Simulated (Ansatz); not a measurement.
The calculation used DFT PBE, scalar-relativistic, plane waves, PAW in Ansatz. The final run on the 10-atom cell used 420 eV, a Γ-centred 12×12×12 mesh, 0.02 eV smearing and no spin polarisation.

The zero of energy is the elements' standard structures at the same level; no fitted shifts are applied.

Question: Find a candidate tetragonal narrow-gap semiconductor made of Pb, Se and Te, with a gap near 0.4 eV, a formation energy near −0.48 eV/atom and a density near 7.86 g/cm³, in a cell of 10 atoms.

Answer: Te2Pb5Se3, space group I4/mmm (No. 139). Around Te lie 6 Pb at 3.19–3.32 Å; Pb on a site of symmetry 4mm is surrounded by 1 Se at 3.10 Å and 5 Te at 3.19–3.32 Å; Pb on a second site of symmetry 4mm has 5 Se at 3.08–3.19 Å and 1 Te at 3.27 Å; around Se on a site of symmetry 4mm lie 6 Pb at 3.10–3.19 Å; 2 more sites not described.

```cif
data_structure
_symmetry_space_group_name_H-M 'I4/mmm'
_symmetry_Int_Tables_number 139
_cell_length_a 4.5100
_cell_length_b 4.5100
_cell_length_c 31.7519
_cell_angle_alpha 90.000
_cell_angle_beta 90.000
_cell_angle_gamma 90.000
_cell_volume 645.82
loop_
_atom_site_label
_atom_site_type_symbol
_atom_site_symmetry_multiplicity
_atom_site_Wyckoff_symbol
_atom_site_fract_x
_atom_site_fract_y
_atom_site_fract_z
_atom_site_occupancy
Te1 Te 4 e 0.50000 0.50000 0.30010 1
Pb1 Pb 4 e 0.50000 0.50000 0.19538 1
Pb2 Pb 4 e 0.50000 0.50000 0.40307 1
Pb3 Pb 2 b 0.50000 0.50000 0.00000 1
Se1 Se 4 e 0.00000 0.00000 0.40238 1
Se2 Se 2 a 0.00000 0.00000 0.00000 1
```

| Quantity | Value |
| --- | --- |
| Volume per atom | 32.29 Å³ |
| Density | 7.86 g/cm³ |
| Formation energy | −0.482 eV/atom |
| Gap on the 12×12×12 mesh of the 10-atom cell | 0.42 eV |

The cell was found from a structure generator's guess, not taken from experiment. The answer needn't be unique; the calculation gave this one.

These runs have no spin–orbit coupling, which can matter for Pb and Te. Kohn–Sham gaps at this level usually fall short of measured ones. The missing spin–orbit coupling can work the other way here. The reference forms of Se and Te are held partly by dispersion forces, which this level lacks. Symmetry constrained the relaxation, so the result can be a saddle point.
